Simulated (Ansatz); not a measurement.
InAs: computed property card

InAs:
```
InAs
1.0
    0.00000     2.84068     2.84068
    2.84068     0.00000     2.84068
    2.84068     2.84068     0.00000
In As
1 1
Direct
  0.50000   0.50000   0.50000
  0.00000   0.00000   0.00000
```

Space group Fm-3m (No. 225), rock salt; conventional cell a = b = c = 5.6814 Å, α = β = γ = 90.00°.

Method: DFT-r²SCAN in the program Ansatz with PAW potentials. Structure relaxed to zero pressure with the same functional. Other levels are named where they apply.

### Cell and energy

- Volume per atom: 22.92 Å³
- Density: 6.87 g/cm³

### Electronic structure

Electronic character: metallic (no gap)
Density of states at the Fermi level: 0.60 states/eV per atom (mean over ±0.08 eV)
Gap with spin–orbit coupling: none (metallic)

### Mechanics

* **Bulk modulus (Birch–Murnaghan fit)**: 71.3 GPa
* **Pressure derivative B′**: 5.0

### Charges

* **Bader charges**: In +0.85, As -0.85 e

The first step of the workflow began from a Materials Project structure, measured or hypothetical; the Crystallography Open Database copy checked does not list it. It is not the phase usual at ambient conditions (space group No. 216). The r²SCAN relaxation kept the symmetry of its start; whether a distortion lowers the energy is not shown. Scalar-relativistic: spin–orbit coupling is off unless named, which matters more the heavier the elements.

Potentials: the later of the program's two PAW sets.
